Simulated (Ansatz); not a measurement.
Ta₅Si₃ in space group I4/mcm (No. 140; Ta on 16l, Ta on 4c, Si on 8h, Si on 4a) at seven volumes, PBEsol in the plane-wave PAW code Ansatz, shape and atoms relaxed at each. One row is withheld.

```json
[
 {"V (Å³/atom)": "14.209", "P (GPa)": "26.21"},
 {"V (Å³/atom)": "14.678", "P (GPa)": "?"},
 {"V (Å³/atom)": "15.146", "P (GPa)": "7.42"},
 {"V (Å³/atom)": "15.615", "P (GPa)": "0.00"},
 {"V (Å³/atom)": "16.083", "P (GPa)": "-6.35"},
 {"V (Å³/atom)": "16.552", "P (GPa)": "-11.79"},
 {"V (Å³/atom)": "17.020", "P (GPa)": "-16.43"}
]
```

Problem. Fit the shown pressures and predict the withheld one.

Solution. P = (3/2)B₀(x^(7/2) − x^(5/2))[1 + (3/4)(B′ − 4)(x − 1)] with x = (V₀/V)^(2/3). Least squares on the six rows gives V₀ = 15.615 Å³/atom, B₀ = 228 GPa, B′ = 4.17. At V = 14.678, x = 1.0421 and P = 16.05 GPa. The run itself gave 16.09 GPa.

The first step of the workflow began from a Materials Project structure, measured or hypothetical; the Crystallography Open Database files this formula in space group No. 140, but the cells were not matched. Whether it is the stable phase at ambient conditions was not checked. Symmetry was held in the PBEsol relaxation; whether a distortion lowers the energy is not shown. The run is not spin-polarised. Scalar-relativistic: spin–orbit coupling is off unless named, which matters more the heavier the elements.

Potentials: the later of the program's two PAW sets.
